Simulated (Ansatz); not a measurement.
La:
```
La
1.0
    3.64894     0.00000     0.00000
   -1.82447     3.16007     0.00000
    0.00000     0.00000    11.75710
La
4
Direct
  0.00000   0.00000   0.00000
  0.00000   0.00000   0.50000
  0.33333   0.66667   0.25000
  0.66667   0.33333   0.75000
```

Relaxed with PBEsol. Special points in fractions of this cell's reciprocal vectors: Γ (0.000, 0.000, 0.000); M (0.500, 0.000, 0.000); K (0.333, 0.333, 0.000); A (0.000, 0.000, 0.500); L (0.500, 0.000, 0.500); H (0.333, 0.333, 0.500).

Question: List the band energies nearest the Fermi level at these points for plane-wave PAW PBEsol (Ansatz code).

Answer: In eV from the Fermi level; about four levels below and three above (degenerate sets whole), none deeper than 8.9 eV; points with the same levels are listed once.

| k | below | above |
|---|---|---|
| Γ | -3.19 -1.91 -1.83 -1.81 | 0.54 0.69 1.25 |
| M | -1.22 -0.80 -0.31 -0.24 | 0.43 1.06 1.19 |
| K | -1.09 -1.09 -0.79 -0.59 -0.59 | 0.15 0.31 0.31 |
| A | -2.67 -2.67 -1.79 -1.79 | 0.73 0.73 1.30 1.30 |
| L | -1.51 -1.51 -1.25 -1.25 | 0.61 0.61 1.33 1.33 |
| H | -0.40 -0.40 0.00 0.00 | 0.07 0.07 0.98 0.98 |

Space group P6_3/mmc (dhcp (α-La type)). The cell was relaxed with PBEsol under the symmetry of its start. Spin–orbit coupling is left out wherever it is not named.

Potentials: the later of the program's two PAW sets.
